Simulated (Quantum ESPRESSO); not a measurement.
# InGa3P4: convergence and cost over cutoff and k mesh

A calculation, not a measurement. The program is pw.x of Quantum ESPRESSO 7.5 (plane-wave density functional theory). The cell is made up: 8 atoms on a zincblende/diamond lattice, with randomly drawn elements, strain and displacements, not relaxed. PseudoDojo standard norm-conserving files (v0.5 for PBE, v0.4.1 for LDA and PBEsol) set the functional; there is no spin polarisation, spin-orbit coupling or dispersion term, and the masses in the input are unused placeholders.

Input of the run in row 4:

```
&control calculation='scf', pseudo_dir='./dojo.nc.sr.pbe.v0_5.standard.upf', outdir='./o', disk_io='medium', tprnfor=.true., tstress=.true. /
&system ibrav=0, nat=8, ntyp=3, nbnd=42, ecutwfc=79.96652505, nosym=.true., tot_charge=0,
 occupations='smearing', smearing='fd', degauss=0.0018374661
/
&electrons conv_thr=7.350e-09, electron_maxstep=60, /
ATOMIC_SPECIES
Ga 1.0 Ga.upf
In 1.0 In.upf
P 1.0 P.upf
CELL_PARAMETERS angstrom
5.577 0.0511 0.0337
0.0511 5.4375 -0.0107
0.0337 -0.0107 5.5329
ATOMIC_POSITIONS angstrom
In -0.0056 -0.0259 0.0498
Ga 0.0239 2.6877 2.658
Ga 2.8209 0.0247 2.8257
Ga 2.8634 2.7891 -0.0294
P 1.4168 1.4098 1.3715
P 1.4539 4.0863 4.1047
P 4.1917 1.3923 4.1731
P 4.246 4.1354 1.3741
K_POINTS automatic
4 4 4 1 1 1
```

The same cell was run at these settings. Meshes are shifted by half a step, and differences are from the last row, which is itself not exact.

```
cutoff (eV)     k mesh  k points solved  threshold (eV)  free energy less the last row's (eV)  pressure (GPa)  largest stress difference (GPa)  largest force difference (eV/Å)  iterations  wall time (s)  k-point pools              processor
        762  2 x 2 x 2                4           1e-04                                 5.588          -36.95                            43.16                            0.029           6             30              1  AMD EPYC, Zen 5 class
       1088  1 x 1 x 1                1           1e-07                                 8.831           11.65                             6.03                            0.341          11             36              1  AMD EPYC, Zen 5 class
        765  4 x 4 x 4               32           1e-07                                 4.817          -35.19                            41.12                            0.005          10            180              1  AMD EPYC, Zen 5 class
       1088  4 x 4 x 4               32           1e-07                                 0.009            5.90                             0.02                            0.001          10            312              1  AMD EPYC, Zen 5 class
       1377  6 x 6 x 6              108           1e-07                                 0.000            5.92                             0.00                            0.000          10           1712              1  AMD EPYC, Zen 5 class
```

Each pool is one process. Wall times include start-up and a band step at six k points, which weighs most on the coarsest meshes. The runs were on shared virtual cores whose load varied, so times are rough.